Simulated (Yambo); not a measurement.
Yambo run on Li4WO5 (space group I4, No. 79). The wavefunctions are PBEsol (Quantum ESPRESSO, PseudoDojo norm-conserving, 84 Ry, without SOC) ones on a 4×4×4 mesh (28 occupied bands); a = 5.059 Å, b = 5.059 Å, c = 5.059 Å, α = 99.48°, β = 99.48°, γ = 132.12°.

Yambo input:

```
rim_cut
gw0
dyson
el_el_corr
HF_and_locXC
cohsex
em1s
RandQpts= 1000000
RandGvec= 1 Ry
EXXRLvcs= 84 Ry
VXCRLvcs= 336 Ry
Chimod= "HARTREE"
% BndsRnXs
 6 | 106 |
%
NGsBlkXs= 6 Ry
% LongDrXs
 1.0 | 1.0 | 1.0 |
%
ExtendOut
% QPkrange
 3 | 3 | 29 | 29 |
 11 | 11 | 28 | 29 |
%
```

k points by index: 3 = X, 11 = (0.25, -0.25, 0.25).

Resulting energies as the program prints them:

```
#    K-point    Band    Eo [eV]    E [eV]    E-Eo [eV]    Vxc [eV]    Vnlxc [eV]    Sc|Eo [eV]    Re(Z)    Im(Z)
#
    3    29    3.229314    3.835427    0.606113    -17.48574    -12.40347    -4.476158    1.000000    0.000000
    11    28    0.000000    -2.204679    -2.204679    -19.59657    -25.06140    3.260158    1.000000    0.000000
    11    29    3.338377    3.967530    0.629154    -17.68268    -12.57468    -4.478843    1.000000    0.000000
```
(The two width columns are left out.) Convergence of these settings isn't established.

Geometry of the Materials Project entry, not relaxed at this level.

The structure is a Materials Project entry; no match was found in the copy of COD used, and its stability was not checked.
